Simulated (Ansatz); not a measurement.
## FeGe: do energies and stresses tell the same story?

All numbers below come from DFT PBEsol, scalar-relativistic, plane waves, PAW (Ansatz).

Cutoff 420 eV; k points 12×12×10 on the computed 6-atom cell (Γ-centred); Gaussian smearing, width 0.10 eV; collinear spin from starting moments 1.47 1.47 1.47 0 0 0 μB.

Relaxed cell: P6/mmm, a = 4.899 Å, b = 4.899 Å, c = 3.975 Å, α = 90.00°, β = 90.00°, γ = 120.00°, 6 atoms in the primitive cell. Whether it is the stable form of this composition wasn't checked.

Energies at zero smearing and pressures from the stress tensor, at volumes with shape and atoms relaxed:
| V (Å³/atom) | E − E(first) (meV/atom) | P (GPa) |
| --- | --- | --- |
| 12.945 | 0.00 | 12.03 |
| 13.358 | -22.28 | 5.48 |
| 13.771 | -29.11 | 0.00 |
| 14.184 | -23.15 | -4.55 |
| 14.597 | -6.47 | -8.37 |

Task: Check P = −dE/dV between neighbouring volumes, and get the bulk modulus from the pressures alone.

Result: With 1 eV/Å³ = 160.2 GPa:
```tsv
middle V (Å³/atom)	−ΔE/ΔV (GPa)	mean P (GPa)
13.151	8.639	8.756
13.565	2.652	2.739
13.978	-2.314	-2.274
14.391	-6.466	-6.459
```

The two differ by 0.12 GPa at most. The mean of two end pressures misses the average over a step by about ΔV² P″/12, up to 0.10 GPa here; with that taken off 0.04 GPa remains. The stress is the derivative of the free energy, not of the energy at zero smearing, and with free energies 0.00 GPa remains. The largest site moment goes from 1.21 to 1.46 μB along the series, which bends P(V). Around V = 13.771 Å³/atom, the two neighbours give B = −V ΔP/ΔV = 13.771 × 10.03 / 0.826 = 167.1 GPa, against B0 = 165.4 GPa from the Birch–Murnaghan fit of the energies.

Only parallel moments were tried here.

Only this magnetic start was tried.